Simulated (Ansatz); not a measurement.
Given:

In$_{2}$Si$_{2}$O$_{7}$:
```cif
data_In2O7Si2
_chemical_formula_sum 'In2 Si2 O7'
_space_group_name_H-M_alt 'P 1'
_space_group_IT_number 1
_cell_length_a 5.39289
_cell_length_b 5.39289
_cell_length_c 4.68597
_cell_angle_alpha 82.419
_cell_angle_beta 97.581
_cell_angle_gamma 74.998
loop_
_space_group_symop_operation_xyz
  'x, y, z'
loop_
_atom_site_label
_atom_site_type_symbol
_atom_site_fract_x
_atom_site_fract_y
_atom_site_fract_z
_atom_site_occupancy
In1 In 0.69295 0.69295 0.00000 1
In2 In 0.30705 0.30705 0.00000 1
Si1 Si 0.22282 0.77718 0.41060 1
Si2 Si 0.77718 0.22282 0.58940 1
O1 O 0.60611 0.07914 0.78083 1
O2 O 0.39389 0.92086 0.21917 1
O3 O 0.07914 0.60611 0.21917 1
O4 O 0.92086 0.39389 0.78083 1
O5 O 0.00000 0.00000 0.50000 1
O6 O 0.60699 0.39301 0.28171 1
O7 O 0.39301 0.60699 0.71829 1
```

This is the LDA-relaxed structure.

Problem. All from LDA (plane waves, PAW; program Ansatz), unless another level is named. Give the electron effective mass.

Solution. 0.35, 0.35, 0.40 mₑ (principal values).

Problem. Give the formation energy from the elements (no fitted shifts).

Solution. -2.40 eV/atom.

Problem. Give the weight of the valence-edge state by species (Voronoi cells).

Solution. O 96 %, Si 2 %.

Problem. What about the weight of the conduction-edge state by species (Voronoi cells)?

Solution. O 59 %, In 33 %, Si 9 %.

Space group C2/m. The workflow started from a Materials Project entry (that database holds measured and hypothetical structures alike); the Crystallography Open Database files this formula in space group No. 12, but the cells were not matched. Its standing as an ambient phase is unchecked. The LDA relaxation kept the symmetry of its start; phonons on a q-mesh show no instability. The references are the lowest solids computed at this level, not always the standard phases (solids in place of the gases). Scalar-relativistic: spin–orbit coupling is off unless named, which matters more the heavier the elements.

Potentials: the later of the program's two PAW sets.

Edges and masses are those of Kohn–Sham bands, whose gap is no quasiparticle gap.
